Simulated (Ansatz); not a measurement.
Given:

MgS (rock salt)

```
CELL_PARAMETERS angstrom
      0.00000     2.60155     2.60155
      2.60155     0.00000     2.60155
      2.60155     2.60155     0.00000
ATOMIC_POSITIONS crystal
  S  0.00000 0.00000 0.00000
  Mg 0.50000 0.50000 0.50000
```

The atoms are displaced by Q × the pattern below (from a DFPT mode at Γ, largest move 1; Q in Å), at fixed cell. It is one choice among 3 degenerate patterns.

| atom | x | y | z |
|---|---|---|---|
| S1 | 0.000 | 0.000 | 0.758 |
| Mg2 | 0.000 | 0.000 | -1.000 |

Computed with r2SCAN (plane waves to 500 eV, PAW, scalar-relativistic; Ansatz, an electronic-structure program). k mesh 11×11×11 (Γ-centred), Fermi-Dirac smearing 0.05 eV. The energy includes the smearing's −TS. MgS was relaxed with its symmetry unable to fall. The zero of ΔE is the undisplaced structure.

The scan covers Q from -0.180 to 0.180 Å in 13 points.

Q: Which space group does the distorted structure have?

A: I4mm (No. 107), lowered from Fm-3m.

Q: Is the energy the same for equal positive and negative displacements?

A: Even: the same for both signs.

Q: Is this a single well or a double well?

A: A single well with its minimum at or next to zero displacement.

Q: What is the energy change at Q = 0.180 Å?

A: 187.4 meV/cell.

Q: What harmonic wavenumber does the curvature at Q = 0 give?

A: 237 cm⁻¹.

(For displaced atoms, the force is minus the slope of the energy, and its curvature is a force constant, which sets phonon frequencies.)
